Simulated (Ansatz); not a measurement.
Theory: DFT, PBEsol, plane waves (420 eV) with PAW, scalar-relativistic (Ansatz). The PAW files were generated under PBE, with cores re-solved for the functional.

An element in the diamond structure gives this curve. The cell is scaled uniformly from the relaxed one, with fractional coordinates and shape fixed. Energies are extrapolated to zero smearing, pressures are those at the given smearing. Magnetic state: spin not included.

```
V (Å³/atom)  E − E₀ (meV/atom)  P (GPa)
     17.072               53.0     8.18
     17.848               21.9     4.92
     18.624                5.1     2.28
     19.400                0.1     0.11
     20.176                4.6    -1.70
     20.952               17.0    -3.25
     21.728               36.3    -4.58
```

Problem. Which element is it?
A. phosphorus
B. chromium
C. osmium
D. copper

Solution. A. Its fit is V₀ = 19.40 Å³/atom, B₀ = 50 GPa, B₀′ = 3.8.
